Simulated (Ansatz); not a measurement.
AlP:
```
AlP
1.0
    3.11912     0.00000     0.00000
    0.00000     3.11912     0.00000
    0.00000     0.00000     3.11912
Al P
1 1
Cartesian
  0.00000   0.00000   0.00000
  1.55956   1.55956   1.55956
```

Relaxed with PBE. Special points in fractions of this cell's reciprocal vectors: Γ (0.000, 0.000, 0.000); X (0.000, 0.500, 0.000); M (0.500, 0.500, 0.000); R (0.500, 0.500, 0.500).

Question: List the band energies nearest the Fermi level at these points for the program Ansatz at the PBE level (PAW).

Answer: In eV from the Fermi level; about four levels below and three above (degenerate sets whole), none deeper than 8.9 eV; … stands for higher levels left out; points with the same levels are listed once.

| k | below | above |
|---|---|---|
| Γ | -0.81 -0.81 -0.81 | 1.00 2.87 2.87 |
| X | -8.78 | 0.87 0.87 4.08 |
| M | -6.14 -6.14 -3.76 | 2.33 7.96 7.96 |
| R | -3.83 -3.83 -3.83 -0.97 -0.97 -0.97 | 1.12 … |

Space group Pm-3m (CsCl type). The cell is a constructed one: a structure type filled with these elements; neither database checked (COD, Materials Project) lists it. It is not the phase usual at ambient conditions (space group No. 216). The cell was relaxed with PBE under the symmetry of its start; whether a distortion lowers the energy is not shown.

Potentials: the later of the program's two PAW sets.
